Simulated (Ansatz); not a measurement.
One crystal and one scan (energy against volume) at two levels, PBEsol (plane waves to 420 eV, PAW, scalar-relativistic; Ansatz, an electronic-structure program) and PBE (plane waves to 420 eV, PAW, scalar-relativistic; Ansatz), each from its own relaxed cell and on its own mesh. The cell shown is that of PBEsol.

CsPbCl₃ (cubic perovskite)

```
CELL_PARAMETERS angstrom
      5.61876     0.00000     0.00000
      0.00000     5.61876     0.00000
      0.00000     0.00000     5.61876
ATOMIC_POSITIONS crystal
  Cs 0.00000 0.00000 0.00000
  Pb 0.50000 0.50000 0.50000
  Cl 0.00000 0.50000 0.50000
  Cl 0.50000 0.50000 0.00000
  Cl 0.50000 0.00000 0.50000
```

E(V) scan at fixed shape, V₀ the volume above. Symmetry pins the atoms to their sites.

Energies are smeared free energies. CsPbCl3 was relaxed with its symmetry unable to fall. Spin-orbit coupling is left out, though Pb is heavy. The PAW data are Ansatz's earlier set. This is a high-temperature form of CsPbCl3. Percentages come from the unrounded values. Both scans cover V/V₀ from 0.940 to 1.060.

Results of PBEsol:

```
Property                                                 Result
-------------------------------------------------------  ------
Lattice constant a (Å)                                    5.619
Pressure at the smallest volume (GPa)                      1.79
Energy cost of the largest compression (meV/atom)          11.2
Energy cost of the largest expansion (meV/atom)             8.9
Bulk modulus B₀ (third-order Birch-Murnaghan fit) (GPa)    25.0
```

### Question
Estimate the PBE values.

### Answer
```csv
quantity,PBE,PBEsol − PBE
Lattice constant a (Å),5.736,-0.117 (-2.0 %)
Pressure at the smallest volume (GPa),1.56,+0.23 (+15 %)
Energy cost of the largest compression (meV/atom),10.4,+0.8 (+8 %)
Energy cost of the largest expansion (meV/atom),8.3,+0.6 (+8 %)
Bulk modulus B₀ (third-order Birch-Murnaghan fit) (GPa),21.8,+3.2 (+15 %)
```

PBEsol gives the higher value for: pressure at the smallest volume; energy cost of the largest compression; energy cost of the largest expansion; bulk modulus B₀. PBEsol gives the lower value for: lattice constant a.

(A scan under strain: stresses follow from slopes of the energy per volume, elastic moduli from its curvatures.)
